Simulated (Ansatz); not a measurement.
Cu₃Au:
Space group Pm-3m (No. 221); a = 3.672 Å, b = 3.672 Å, c = 3.672 Å, α = 90.00°, β = 90.00°, γ = 90.00°

```tsv
atom	site	symmetry	x	y	z
Cu	3c	4/mm.m	0.0000	0.5000	0.5000
Au	1a	m-3m	0.0000	0.0000	0.0000
```

Relaxed with LDA.

### Question
Decompose the optical modes at the zone centre into irreducible representations, and say which are infrared and Raman allowed.

### Answer
Point group m-3m: Γ_opt = 2T1u + T2u. Infrared: T1u. Raman: none.

### Question
Assign frequencies (DFPT, LDA (plane waves, PAW; program Ansatz)).

### Answer
T1u 127, T2u 182, T1u 233 cm⁻¹.

The cell was relaxed with LDA under the symmetry of its start; of distortions, only those at the zone centre were tested. The run is not spin-polarised. As this level gives no gap, phonon frequencies hold no LO–TO term and depend on the k-mesh and smearing (Fermi–Dirac, 0.1 eV here). Spin–orbit coupling is left out wherever it is not named.

Potentials: the later of the program's two PAW sets.
